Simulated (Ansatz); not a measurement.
BiN in the WC-type structure

Level of theory: DFT, PBE, scalar-relativistic, no spin polarisation; plane waves to 420 eV with PAW datasets (Ansatz 0.2.0), Γ-centred 12×12×10 mesh, 0.05 eV Gaussian smearing; PAW files: Ansatz's generated set soft_2.

```xyz
2
Lattice="3.4894 0.0000 0.0000 -1.7447 3.0219 0.0000 0.0000 0.0000 3.2652" Properties=species:S:1:pos:R:3 pbc="T T T"
Bi    0.0000    0.0000    0.0000
N     1.7447    1.0073    1.6326
```

The structure was built from a prototype; whether the compound forms in it isn't claimed.

The run above is the reference. The same cell was run again with other input settings; several of them aren't fit for production, so the rows show the settings' effect and aren't properties of the material.

| keys changed | outcome | ΔE (meV/atom) | P (GPa) | gap on the mesh (eV) | cell moment (μB) | largest force component (eV/Å) | SCF iterations | rough core-seconds | new warnings |
| --- | --- | --- | --- | --- | --- | --- | --- | --- | --- |
| none (reference) | converged | 0.0 | 0.0 | metal | – | 0.000 | – | – | – |
| accuracy: "medium"; basis.xc_grid: 2; hamiltonian.xc: "pbe" → "lda" | converged | – | -7.4 | metal | – | 0.000 | 6 | 5 | – |
| kpoints.mp_grid.grid: [12, 12, 10] → [18, 18, 15] | converged | 1.9 | 0.1 | metal | – | 0.000 | 7 | 13 | – |
| scf.initial_density.chi_scale: 0.3; hamiltonian.xc: "pbe" → "pbesol" | converged | – | -4.6 | metal | – | 0.000 | 7 | 9 | – |
| kpoints.mp_grid.grid: [12, 12, 10] → [4, 4, 3] | converged | -58.4 | 0.7 | 1.12 | – | 0.000 | 6 | 1 | – |
| hamiltonian.pseudopotentials: {"kind": "paw", "source": "jth"}; crystal.symmetry: {"detect": false} | converged | – | -0.1 | metal | – | 0.000 | 8 | 40 | cutoff below recommended; radial quadrature taken |
| crystal.symmetry: {"detect": false} | converged | 0.0 | 0.0 | metal | – | 0.000 | 6 | 50 | – |
| crystal.symmetry: {"detect": false}; scf.initial_density.chi_scale: 0.1 | converged | 0.0 | 0.0 | metal | – | 0.000 | 7 | 40 | – |

These changes also left energy (to 0.1 meV/atom), pressure, gap, moment and forces as in the reference: basis.xc_grid: 4.

ΔE is the energy with the smearing extrapolated to zero. It is left out where the change alters the Hamiltonian or the spin treatment. The varied runs start from atomic densities (corrected by the program's trained start where that serves), with the default search for lower states unless a row changes it.

Task: What happens with these changes: basis.ecutwfc: 420 → "800 eV"; scf.occupations.width: 0.05 → null; scf.occupations.method: "gaussian" → "tetrahedron_uncorrected"; scf.mixing.preconditioner: "resta"?

Result: outcome converged, ΔE (meV/atom) 8.8, P (GPa) 0.3, gap on the mesh (eV) metal, largest force component (eV/Å) 0.000, SCF iterations 6, rough core-seconds 14, new warnings band table not solved further.

Other pseudopotential files need their own cutoff; where it is too low, pressure and moments show the cutoff and not the files.

Of the reference: Scalar-relativistic only: spin–orbit splittings of the heavy atoms' levels are missing.
